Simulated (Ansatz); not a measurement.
An Ansatz (a program for electronic structure) input:

Ansatz 0.2 input:
```yaml
crystal:
  lattice:
    - [0.0, 2.1084413348, 2.1084413348]
    - [2.1084413348, 0.0, 2.1084413348]
    - [2.1084413348, 2.1084413348, 0.0]
  atoms:
    - { symbol: N, position: [0.0, 0.0, 0.0] }
    - { symbol: Ga, position: [0.5, 0.5, 0.5] }
kpoints:
  mp_grid: { grid: [9, 9, 9] }
  band_path:
    path:
      - [[0.0, 0.0, 0.0], [0.5, 0.0, 0.5], [0.625, 0.25, 0.625]]  # Γ-X-U
      - [[0.375, 0.375, 0.75], [0.0, 0.0, 0.0], [0.5, 0.5, 0.5], [0.5, 0.25, 0.75], [0.5, 0.0, 0.5]]  # K-Γ-L-W-X
      - [VBM, CBM]
    npoints: 12
hamiltonian:
  xc: r2scan
  pseudopotentials: { kind: paw }
magnetization: { noncollinear: true, spin_orbit: true }
scf:
  n_extra_bands: 12
  convergence: { dr2_threshold: 0.0000000001 }
  occupations: { method: gaussian, width: 0.01 }
checkpoint: { write: soc.run }
output: { eigenvalues: true }
```

**Question.** How many symmetry operations and irreducible k-points will the run report?

**Answer.** 48 operations, 35 of 729 k-points.

**Question.** With a cutoff of 500 eV, how many plane waves at Γ?

**Answer.** 531.

It took roughly 50 core-seconds on shared server cores.

Space group Fm-3m (rock salt). This is a known high-pressure phase of the composition, computed here at zero pressure and temperature. The r²SCAN relaxation kept the symmetry of its start; phonons on a q-mesh show no instability.

Potentials: the later of the program's two PAW sets.

Ansatz is a plane-wave DFT program.
